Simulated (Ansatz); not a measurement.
Total density of states per atom from LDA (plane waves, PAW; program Ansatz), in 0.25 eV bins, energy from the Fermi level:

```tsv
E (eV)	states/eV/atom
-7.85	0.00
-7.60	0.04
-7.35	0.08
-7.10	0.13
-6.85	0.20
-6.60	0.30
-6.35	0.41
-6.10	0.43
-5.85	0.46
-5.60	0.48
-5.35	0.38
-5.10	0.64
-4.85	1.01
-4.60	1.67
-4.35	2.09
-4.10	1.08
-3.85	0.63
-3.60	0.45
-3.35	0.36
-3.10	0.30
-2.85	0.25
-2.60	0.21
-2.35	0.17
-2.10	0.13
-1.85	0.14
-1.60	0.17
-1.35	0.24
-1.10	0.30
-0.85	0.30
-0.60	0.31
-0.35	0.33
-0.10	0.34
0.15	0.37
0.40	0.39
0.65	0.43
0.90	0.47
1.15	0.56
1.40	0.55
1.65	0.58
1.90	0.81
2.15	0.98
2.40	0.87
2.65	0.73
2.90	0.63
3.15	0.76
3.40	2.33
3.65	0.35
3.90	0.24
4.15	0.25
4.40	0.25
4.65	0.27
```

### Question
Which of these materials gives this?
(A) CuCl, zinc blende
(B) AlCo, CsCl type
(C) ZrC, rock salt
(D) NbC, rock salt

### Answer
D, NbC, rock salt. Within 0.5 eV of the Fermi level: Nb 4d 70 %, C 2p 25 %. Projections are on Löwdin-orthogonalised atomic valence shells; empty p or d shells of many metals are not among them.

Space group Fm-3m (rock salt). Symmetry was held in the LDA relaxation; of distortions, only those at the zone centre were tested. No spin polarisation was allowed. Spin–orbit coupling is left out wherever it is not named.

Potentials: the later of the program's two PAW sets.
